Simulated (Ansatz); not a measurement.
Computed frozen-phonon scan: SiC (zinc blende)

SiC (zinc blende)

```xyz
4
Lattice="0.0000 4.3566 4.3566 2.1783 0.0000 2.1783 2.1783 2.1783 0.0000" Properties=species:S:1:pos:R:3 pbc="T T T"
C      3.2675     3.2675     3.2675
C      3.2675     5.4458     5.4458
Si     0.0000     0.0000     0.0000
Si     2.1783     2.1783     4.3566
```

A phonon eigenvector at L = (0.5, 0.0, 0.0) is frozen into this cell: atom i moves by Q times the vector below, so Q is the largest atomic displacement, in Å. The cell is held. It is one choice among 2 degenerate patterns. (q is in reciprocal vectors of the primitive cell; the cell shown is doubled to hold the pattern.)

```csv
atom,x,y,z
C1,-0.285,0.520,-0.805
C2,0.285,-0.520,0.805
Si3,-0.108,0.196,-0.304
Si4,0.108,-0.196,0.304
```

Computed with r2SCAN (plane waves to 500 eV, PAW, scalar-relativistic; Ansatz, a program for electronic structure). k mesh 13×13×13 (Γ-centred), Fermi-Dirac smearing 0.05 eV. Energies are smeared free energies. Stress and pressure are positive under compression. SiC was relaxed with its symmetry unable to fall. The PAW data are Ansatz's earlier set. The zero of ΔE is the undisplaced structure.

```
Q (Å)   ΔE (meV/cell)  −dE/dQ from forces (eV/Å)  P (GPa)
------  -------------  -------------------------  -------
-0.180           1166                     13.359      8.8
-0.150            802                     10.921      6.0
-0.120            509                      8.603      3.8
-0.090            285                      6.376      2.1
-0.060            126                      4.215      0.9
-0.030             31                      2.097      0.2
0.000               0                      0.000      0.0
0.030              31                     -2.097      0.2
0.060             126                     -4.215      0.9
0.090             285                     -6.376      2.1
0.120             509                     -8.603      3.8
0.150             802                    -10.921      6.0
0.180            1166                    -13.359      8.8
```

Key numbers:

```
Quantity                                                                                                             Result
-----------------------------------------------------------  --------------------------------------------------------------
Energy at Q = 0.180 Å                                                                                         1166 meV/cell
Space group of the distorted cell                                                            P1 (No. 1), lowered from F-43m
Symmetry of the curve                                                                         even: the same for both signs
Shape of the curve                                           a single well with its minimum at or next to zero displacement
Harmonic wavenumber from the curvature (finite differences)                                                        770 cm⁻¹
Wavenumber by perturbation theory (DFPT, on another k mesh)                                                        770 cm⁻¹
```

The 13 points together took about 40 core-minutes (a rough figure).

(A displaced cell: forces are minus the slopes of the energy, force constants its curvatures, and phonons follow from these.)
